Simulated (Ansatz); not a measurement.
P stretched along one axis: stress

Cell: a COD entry whose atoms were relaxed with PBE, the cell held.

```
P
1.0
     1.65545   -5.15950    0.00000
     1.65545    5.15950    0.00000
     0.00000    0.00000    4.31700
P
4
Direct
  0.89573 0.10427 0.07750
  0.60427 0.39573 0.57750
  0.10427 0.89573 0.92250
  0.39573 0.60427 0.42250
```

Atoms are numbered from 1 in the order listed; like atoms form one site, named after its first atom.

Level of theory: DFT, PBE, plane waves and PAW, scalar-relativistic, 420 eV cutoff, Γ-centred 15×15×11 k-points, Fermi–Dirac smearing 0.05 eV (Ansatz 0.2.0).

The cell is stretched along z (the third Cartesian axis of the run's cell), x and y held, and the ions relax again each time. Tension counts as positive.

```
strain along z (%)  stress along z (GPa)  stress along x (GPa)
                -3                  -3.7                  -3.8
                -2                  -3.1                  -3.3
                -1                  -2.6                  -2.8
                 0                  -2.1                  -2.3
                +1                  -1.6                  -1.9
                +2                  -1.2                  -1.5
                +3                     ?                     ?
```

Question: Estimate the row at +3 % from the others.

Answer: stress along z (GPa): -0.8; stress along x (GPa): -1.1. Worked: parabolas through the other 6 rows give -0.8 and -1.1 GPa at +3 %. Their slopes at zero strain are 48 GPa (the stiffness along z) and 46 GPa (the coupling of z to x). They hold at this cell, where the calculated pressure is 2.4 GPa, and with no gap in the run.

All values belong to this cell and structure model.
